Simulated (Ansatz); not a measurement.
Zone-centre phonons of TiZn3 at 8 GPa: input and output

Theory: Ansatz 0.2.0, DFT LDA, scalar-relativistic, plane waves, PAW.

Launched with:
```bash
ansatz run input.yaml --threads 1 --pin off --max-ram 3072MiB --backend cpu --events-out ev --progress --plain --runs-dir out
```

Input (bare energies are in eV):
```yaml
crystal:
  lattice:
    - [3.7378026708, 0.0, 0.0]
    - [0.0, 3.7378026708, 0.0]
    - [0.0, 0.0, 3.7378026708]
  atoms:
    - { symbol: Ti, position: [0.0, 0.0, 0.0] }
    - { symbol: Zn, position: [0.0, 0.5, 0.5] }
    - { symbol: Zn, position: [0.5, 0.0, 0.5] }
    - { symbol: Zn, position: [0.5, 0.5, 0.0] }
basis:
  ecutwfc: 420
kpoints:
  mp_grid: { grid: [12, 12, 12] }
hamiltonian:
  xc: lda
scf:
  occupations: { method: fermi_dirac, width: 0.15 }
output:
  eigenvalues: true
phonons:
  method: dfpt
  eigenvectors: true
```

The end of the output:
```
--- Phonons (Γ-DFPT): 3 representative perturbations + reference, on 343 of 1728 k-points (Σ response iterations 9) ---
  k mesh reduced under 8 symmetry operations, with k and −k counted as one. Each operation leaves every solved displacement unchanged or reverses it
  ASR residual: 1.768e-3 → 0.000e0 eV/Å²; symmetrization residual: 4.029e-6 eV/Å²
  ASR residual per site (eV/Å²): 1.77e-3 3.14e-5 3.14e-5 3.14e-5
  Γ frequencies (cm⁻¹): 0.00 0.00 0.00 164.83 164.83 164.83 171.34 171.34 171.34 301.20 301.20 301.20
  non-analytic LO–TO correction: not included (Born effective charges unavailable; polar crystals: no LO–TO splitting at Γ)
```

The run took 3.2 min on 1 thread of Arm Neoverse V2, with other jobs on the host, peak memory 2.1 GiB.

In a metal, frequencies and elastic constants depend on the k mesh and the smearing, soft modes and shear constants most. Other phases may be more stable at this pressure.